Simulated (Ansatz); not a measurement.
Ba₂O:
```cif
data_Ba6O3
_chemical_formula_sum 'Ba6 O3'
_space_group_name_H-M_alt 'R-3m :H'
_space_group_IT_number 166
_space_group_name_Hall '-R 3 2"'
_cell_length_a 3.90317
_cell_length_b 3.90317
_cell_length_c 21.47930
_cell_angle_alpha 90.000
_cell_angle_beta 90.000
_cell_angle_gamma 120.000
loop_
_atom_site_label
_atom_site_type_symbol
_atom_site_symmetry_multiplicity
_atom_site_Wyckoff_symbol
_atom_site_fract_x
_atom_site_fract_y
_atom_site_fract_z
_atom_site_occupancy
Ba1 Ba 6 c 0.00000 0.00000 0.26428 1
O1 O 3 a 0.00000 0.00000 0.00000 1
```
(The calculation used a cell of 3 atoms; values per cell refer to that cell.)

This is the PBEsol-relaxed structure.

Question: All from the program Ansatz at the PBEsol level (PAW), unless another level is named. Predict the electronic character.

Answer: metallic (no gap).

Question: What about the density of states at the Fermi level?

Answer: 0.91 states/eV per atom (mean over ±0.08 eV).

Question: Give the formation energy from the elements (no fitted shifts).

Answer: -1.60 eV/atom.

Question: Give the gap with spin–orbit coupling.

Answer: none (metallic).

The start of the workflow was typed in or built on a structure type; neither database checked (COD, Materials Project) lists it. Whether it is the stable phase at ambient conditions was not checked. The PBEsol relaxation kept the symmetry of its start; its stability against distortions is not shown here. The volume moved by -23 % from the start of the relaxation. The references are the lowest solids computed at this level, not always the standard phases (solids in place of the gases). Spin–orbit coupling is left out wherever it is not named.

Potentials: the earlier of the program's two PAW sets. The files were generated under PBE; for other functionals the program regenerates the frozen cores, and for LDA and PBEsol the local potential too.
